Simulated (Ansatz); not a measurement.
TaTlP$_{2}$O$_{8}$:
```
CELL_PARAMETERS angstrom
      5.19889     0.00000     0.00000
     -2.59944     4.50237     0.00000
      0.00000     0.00000     8.04552
ATOMIC_POSITIONS crystal
  Ta 0.00000 0.00000 0.00000
  Tl 0.00000 0.00000 0.50000
  P  0.33333 0.66667 0.21923
  P  0.66667 0.33333 0.78077
  O  0.82501 0.65002 0.85701
  O  0.34998 0.17499 0.85701
  O  0.82501 0.17499 0.85701
  O  0.65002 0.82501 0.14299
  O  0.17499 0.34998 0.14299
  O  0.17499 0.82501 0.14299
  O  0.33333 0.66667 0.40271
  O  0.66667 0.33333 0.59729
```

r²SCAN+D4 (plane waves, PAW; program Ansatz) gives a gap of 3.60 eV without spin–orbit coupling, maximum at L, minimum at Γ.

What happens when spin–orbit coupling is switched on?

The gap drops by 0.08 eV, to 3.52 eV; maximum at L, minimum at A.

Give the hole effective mass with spin–orbit coupling.

1.7, 2.6, 19 mₑ (principal values).

Space group P-3m1. The workflow started from a Materials Project entry (that database holds measured and hypothetical structures alike); the Crystallography Open Database copy checked does not list it. Its standing as an ambient phase is unchecked. The cell was relaxed with r²SCAN+D4 under the symmetry of its start; whether a distortion lowers the energy is not shown. The run is not spin-polarised.

Potentials: the later of the program's two PAW sets.
